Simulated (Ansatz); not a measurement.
AgBr:
```yaml
crystal:
  lattice:
    - [4.13051, 0.00000, 0.00000]
    - [0.00000, 4.13051, 0.00000]
    - [0.00000, 0.00000, 5.83971]
  atoms:
    - { symbol: Ag, position: [0.00000, 0.50000, 0.75024] }
    - { symbol: Ag, position: [0.50000, 0.00000, 0.24976] }
    - { symbol: Br, position: [0.50000, 0.00000, 0.75009] }
    - { symbol: Br, position: [0.00000, 0.50000, 0.24991] }
```

Relaxed with PBE. Special points in fractions of this cell's reciprocal vectors: Γ (0.000, 0.000, 0.000); X (0.000, 0.500, 0.000); M (0.500, 0.500, 0.000); Z (0.000, 0.000, 0.500); R (0.000, 0.500, 0.500); A (0.500, 0.500, 0.500).

Question: List the band energies nearest the valence-band maximum at these points for PBE in the plane-wave PAW code Ansatz.

Answer: In eV from the valence-band maximum; about four levels below and three above (degenerate sets whole), none deeper than 8.9 eV; points with the same levels are listed once.

| k | below | above |
|---|---|---|
| Γ | -2.16 -1.75 -1.75 -1.75 | 0.69 1.71 7.15 |
| X | -1.74 -1.74 -0.09 -0.09 | 4.81 4.81 5.26 5.26 |
| M | -2.23 -2.23 -2.23 -2.23 -2.16 -2.16 | 1.71 1.71 7.15 7.15 |
| Z | -1.72 -1.72 -1.71 -1.71 -1.54 -1.53 | 3.19 3.19 6.69 6.69 |
| R | 0.00 0.00 0.00 0.00 | 3.88 3.88 6.29 6.29 |
| A | -2.12 -2.12 -2.12 -2.12 -1.39 -1.39 | 3.72 3.72 7.13 7.13 |

Space group Fm-3m (rock salt). Symmetry was held in the PBE relaxation. The run is not spin-polarised. Point labels and valley counts follow the cell and symmetry of the run, lower than the named group. Scalar-relativistic: spin–orbit coupling is off unless named, which matters more the heavier the elements.

Potentials: the later of the program's two PAW sets.
